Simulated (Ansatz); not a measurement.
Input and command of a calculation in Ansatz (plane waves; scalar-relativistic PAW potentials unless the input names others):

```yaml
crystal:
  lattice:
    - [0.0, 2.7751138187, 2.7751138187]
    - [2.7751138187, 0.0, 2.7751138187]
    - [2.7751138187, 2.7751138187, 0.0]
  atoms:
    - { symbol: Zn, position: [0.0, 0.0, 0.0] }
    - { symbol: Se, position: [0.25, 0.25, 0.25] }
kpoints:
  mp_grid: { grid: [8, 8, 8] }
hamiltonian:
  xc: pbe
scf:
  occupations: { method: gaussian, width: 0.02 }
output:
  forces: true
  eigenvalues: true
  stress: true
```

```bash
ansatz run input.yaml --threads 1 --pin off --max-ram 2560MiB --backend cpu --events-out ev --progress --plain --runs-dir out
```

Abridged log:
```
Pseudopotentials: kind: paw
Pseudopotential: Zn, paw, valence charge 12, recommended cutoff 420 eV (normal)
Pseudopotential: Se, paw, valence charge 16, recommended cutoff 420 eV (normal)
Functional definition: PBE
Crystal: 2 atoms, lattice volume = 42.744 Å³
Basis set: ecut = 420 eV, 869 PW (Γ), exchange–correlation on 54×54×54 points (8 copies of the dense FFT grid, shifted against one another)
Bands: 18, of which v1, the nominal top of the filled ones, is band 14 counted from 1 (13 counted from 0)
Symmetry: 24 space group operations
Space group: F-43m (ITA 216), of the structure as read, at distance tolerance 3.5e-5 Å
k-points: 29 of 512 (time reversal used)
Initial density: superposition of atomic densities (neutral atoms: chi_scale 0, normalization atom), corrected by the library's trained network
Initial wavefunctions: pseudopotential atomic-orbital guess
Functional: x = pbe(κ = 0.804, μ = 0.21951497), c = pbe(β = 0.06672455)
SCF iter   1: F=—  HF=-8789.451078 eV  |F-HF|=—  |Δ(HF+E_count)|=         —  Δρ=7.53e-4  dr2=3.11e-4  ethr=1.77e-3  ⟨swp⟩=6.0  Hψ=2783  notcnv=0
SCF iter   2: F=—  HF=-8789.450964 eV  |F-HF|=—  |Δ(HF+E_count)|=   1.14e-4  Δρ=3.59e-4  dr2=2.89e-5  ethr=1.11e-6  ⟨swp⟩=2.0  Hψ=1250  notcnv=0
SCF iter   3: F=—  HF=-8789.450983 eV  |F-HF|=—  |Δ(HF+E_count)|=   1.94e-5  Δρ=1.59e-4  dr2=5.43e-6  ethr=1.03e-7  ⟨swp⟩=2.0  Hψ=903  notcnv=0
SCF iter   4: F=—  HF=-8789.450982 eV  |F-HF|=—  |Δ(HF+E_count)|=   9.89e-7  Δρ=7.19e-5  dr2=7.23e-7  ethr=1.94e-8  ⟨swp⟩=2.0  Hψ=754  notcnv=0
SCF iter   5: F=—  HF=-8789.450984 eV  |F-HF|=—  |Δ(HF+E_count)|=   1.93e-6  Δρ=2.07e-5  dr2=1.42e-7  ethr=2.58e-9  ⟨swp⟩=2.0  Hψ=928  notcnv=0
SCF iter   6: F=-8789.450984 eV  HF=-8789.450984 eV  |F-HF|=1.39e-8  |Δ(HF+E_count)|=   1.88e-7  Δρ=4.87e-6  dr2=4.99e-9  ethr=3.57e-10  ⟨swp⟩=5.8  Hψ=2462  notcnv=0
SCF 1 converged in 6 iterations: F = -8789.450984 eV  dr2 = 4.99e-9
SCF converged after 6 iterations
Free energy (F): -8789.450984 eV
Harris-Foulkes:  -8789.450984 eV  (|F-HF|=1.39e-8)
Internal energy: -8789.450984 eV  (E = F + TS)
E sigma→0 (E₀):  -8789.450984 eV
Fermi energy:    8.444474 eV
--- Forces (eV/Å), atoms counted from 1 ---
  atom   1  Zn     0.00000000     0.00000000     0.00000000
  atom   2  Se     0.00000000     0.00000000     0.00000000
--- Stress (GPa, compression-positive) ---
        6.863372       0.000000       0.000000
        0.000000       6.863372       0.000000
        0.000000       0.000000       6.863372
  P = ⅓ Tr σ = 6.8634 GPa (68.634 kbar)
```

Apart from outputs and empty bands, the input differs from a reference run on usual settings in hamiltonian.xc: "r2scan" → "pbe"; basis.ecutwfc: 500 → not typed. The reference, at the same geometry (not necessarily relaxed), gave pressure 4.61 GPa, largest force 0.000 eV/Å, gap on the mesh 2.14 eV. This run converged in 6 SCF iterations (reference: 8) with a total energy on another zero, pressure 6.86 GPa, largest force 0.000 eV/Å, gap on the mesh 1.55 eV.

It took 2.4 s on 1 thread of Arm Neoverse V1, on a shared host, peak memory 0.31 GiB.